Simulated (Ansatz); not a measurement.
¹⁴N nuclear quadrupole resonance in SnH8N2F6

Cell: a computed structure from the Materials Project (it need not be an observed phase), its atoms then relaxed with PBE in this cell.

Space group P-3m1 (No. 164); a = 6.2864, c = 4.8407 Å, γ = 120.00°.

```csv
site,Wyckoff,site symmetry,x,y,z
Sn,1a,-3m.,0.0000,0.0000,0.0000
H2,2d,3m.,0.3333,0.6667,0.8670
H4,6i,.m.,0.5110,0.7555,0.5789
N,2d,3m.,0.3333,0.6667,0.6547
F,6i,.m.,0.3050,0.1525,0.7684
```

One atom of each set is listed.

Computed with Ansatz: DFT, PBE, plane waves and PAW, scalar-relativistic, 420 eV cutoff, Γ-centred 4×4×4 k-points, Fermi–Dirac smearing 0.02 eV.

¹⁴N: I = 1, Q = 20.44 mb (year-2017 value). Static lattice, zero field.

(1) At which frequencies do the ¹⁴N NQR lines lie?

Answers

(1) For I = 1 the lines are ν± = (3/4)|C_Q|(1 ± η/3) and ν₀ = |C_Q|η/2.

```json
{"site": "N", "atoms": "2", "V_zz (10²¹ V/m²)": "0.59", "C_Q (MHz)": "0.291", "η": "0.00", "line frequencies (MHz)": "0.218"}
```

An axis of threefold or higher order runs through N, so V_zz lies along it and η is zero.

The relaxation (7 steps) took 41 s of wall time (41 s of CPU time) and 0.5 GiB at its peak, on 1 thread of Arm Neoverse V2 (aarch64; 8 cores open to the job, memory cap 2.5 GiB, no GPU), a shared host with a load of 0.8 a core.
